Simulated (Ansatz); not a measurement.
The relaxed structure here is a generated cell of Ca3As2: the first start was made by placing the elements on the sites of a structure type, and the end was not matched to a known phase here, so it may be hypothetical.

Relaxation of a generated cell, Ca3As2 built in the bixbyite structure type; 40 atoms in the cell, which starts as Ia-3 (No. 206), cI80; a = b = c = 13.4135 Å, α = β = γ = 90.00°. The numbers are results of r2SCAN (plane waves to 500 eV, PAW, scalar-relativistic; Ansatz, an electronic-structure program), not measurements. Γ-centred k-mesh 2×2×2 on the run's cell (coarser than for final values), Fermi–Dirac smearing 0.05 eV. This is the first round of the run. 

The optimiser's lines from the output (shortened; P is positive under compression):

```
relax step   1: F+E_penalty+E_count = -121606.60951628 eV  Δ(F+E_penalty+E_count) = +0.000e0 eV  max|allowed force component| = 2.192e-1 eV/Å  Δτ_max = 0.0000 Å  P = +2.975 GPa  Ω = 1206.699 Å³  (8 SCF iters, dr2 threshold 1.00e-7 eV, accepted)
relax step   2: F+E_penalty+E_count = -121606.95776897 eV  Δ(F+E_penalty+E_count) = -3.483e-1 eV  max|allowed force component| = 2.350e-1 eV/Å  Δτ_max = 0.0951 Å  P = -1.517 GPa  Ω = 1350.964 Å³  (8 SCF iters, dr2 threshold 4.00e-6 eV, accepted)
relax step   3: F+E_penalty+E_count = -121607.44129113 eV  Δ(F+E_penalty+E_count) = -4.835e-1 eV  max|allowed force component| = 2.863e-2 eV/Å  Δτ_max = 0.0598 Å  P = -0.287 GPa  Ω = 1299.609 Å³  (7 SCF iters, dr2 threshold 4.00e-6 eV, accepted)
relax step   4: F+E_penalty+E_count = -121607.45343152 eV  Δ(F+E_penalty+E_count) = -1.214e-2 eV  max|allowed force component| = 7.505e-3 eV/Å  Δτ_max = 0.0086 Å  P = +0.042 GPa  Ω = 1290.178 Å³  (7 SCF iters, dr2 threshold 2.06e-7 eV, accepted)
relax step   5: F+E_penalty+E_count = -121607.45365906 eV  Δ(F+E_penalty+E_count) = -2.275e-4 eV  max|allowed force component| = 1.304e-3 eV/Å  Δτ_max = 0.0022 Å  P = +0.001 GPa  Ω = 1291.414 Å³  (7 SCF iters, dr2 threshold 4.51e-9 eV, accepted)
relax step   6: F+E_penalty+E_count = -121607.46212131 eV  Δ(F+E_penalty+E_count) = -8.462e-3 eV  max|allowed force component| = 1.297e-3 eV/Å  Δτ_max = 0.0000 Å  P = +0.004 GPa  Ω = 1291.414 Å³  stress off target by 4.26e-3 GPa  SCF on the basis re-selected at this cell (its energy is not comparable with the rows above)  (6 SCF iters)
```

From the first to the last row the energy changes by -0.02 eV/atom and the volume by +7.0 %. The last row is marked as not comparable with the walk above it, whose basis was carried along; it does compare with step 1, since both stand on a basis selected at the nominal cutoff for their own cell.

Later rounds, restarted from the end of this one on a renewed k-mesh, logged 2 more steps and released under 1 meV/atom more. The final structure after all rounds: Ia-3 (No. 206), cI80, anti-bixbyite type; a = b = c = 13.720 Å, α = β = γ = 90.00°. Between re-selections the logged energies stand on a plane-wave basis carried along with the cell. No spin polarisation in the result.

The run could not lose the symmetry of its start: the end is stationary, and may be a saddle point rather than a minimum.
